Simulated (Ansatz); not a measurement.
Ba:
```
CELL_PARAMETERS angstrom
     -2.43800     2.43800     2.43800
      2.43800    -2.43800     2.43800
      2.43800     2.43800    -2.43800
ATOMIC_POSITIONS crystal
  Ba 0.00000 0.00000 0.00000
```

Relaxed with PBEsol. Special points in fractions of this cell's reciprocal vectors: Γ (0.000, 0.000, 0.000); H (0.500, -0.500, 0.500); N (0.000, 0.000, 0.500); P (0.250, 0.250, 0.250).

Problem. List the band energies nearest the Fermi level at these points for the program Ansatz at the PBEsol level (PAW).

Solution. In eV from the Fermi level; about four levels below and three above (degenerate sets whole), none deeper than 8.9 eV; points with the same levels are listed once.

| k | below | above |
|---|---|---|
| Γ | -2.79 | 1.92 1.92 1.92 |
| H | -0.65 -0.65 | 4.33 4.33 4.33 |
| N | -0.95 | 0.67 1.51 3.46 |
| P | – | 0.61 0.61 0.61 |

Space group Im-3m (bcc (W type)). Symmetry was held in the PBEsol relaxation. Spin–orbit coupling is left out wherever it is not named.

Potentials: the earlier of the program's two PAW sets. The files were generated under PBE; for other functionals the program regenerates the frozen cores, and for LDA and PBEsol the local potential too.
